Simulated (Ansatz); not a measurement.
ZrCu5 in space group F-43m (No. 216; Zr on 4a, Cu on 4d, Cu on 16e) under volume change, the program Ansatz at the LDA level (PAW), shape and atoms relaxed at each volume.

```json
[
 {"V (Å³/atom)": "11.465", "E − E(relaxed) (meV/atom)": "67.0", "P (GPa)": "20.71"},
 {"V (Å³/atom)": "11.843", "E − E(relaxed) (meV/atom)": "28.0", "P (GPa)": "12.59"},
 {"V (Å³/atom)": "12.221", "E − E(relaxed) (meV/atom)": "6.6", "P (GPa)": "5.76"},
 {"V (Å³/atom)": "12.599", "E − E(relaxed) (meV/atom)": "0.0", "P (GPa)": "0.01"},
 {"V (Å³/atom)": "12.977", "E − E(relaxed) (meV/atom)": "…", "P (GPa)": "…"},
 {"V (Å³/atom)": "13.355", "E − E(relaxed) (meV/atom)": "22.2", "P (GPa)": "-8.92"},
 {"V (Å³/atom)": "13.733", "E − E(relaxed) (meV/atom)": "…", "P (GPa)": "…"}
]
```

Q: Some entries are withheld; supply them.

A: 
- 12.977, E − E(relaxed) (meV/atom): 5.9
- 12.977, P (GPa): -4.84
- 13.733, E − E(relaxed) (meV/atom): 47.4
- 13.733, P (GPa): -12.34

Q: What does a third-order Birch–Murnaghan fit give for V₀, B₀ and B′?

A: V₀ = 12.60 Å³/atom, B₀ = 176 GPa, B′ = 4.7.

The first step of the workflow began from a Materials Project structure, measured or hypothetical; the Crystallography Open Database files this formula in space group No. 216, but the cells were not matched. Its standing as an ambient phase is unchecked. The cell was relaxed with LDA under the symmetry of its start; its stability against distortions is not shown here. The run is not spin-polarised.

Potentials: the later of the program's two PAW sets.
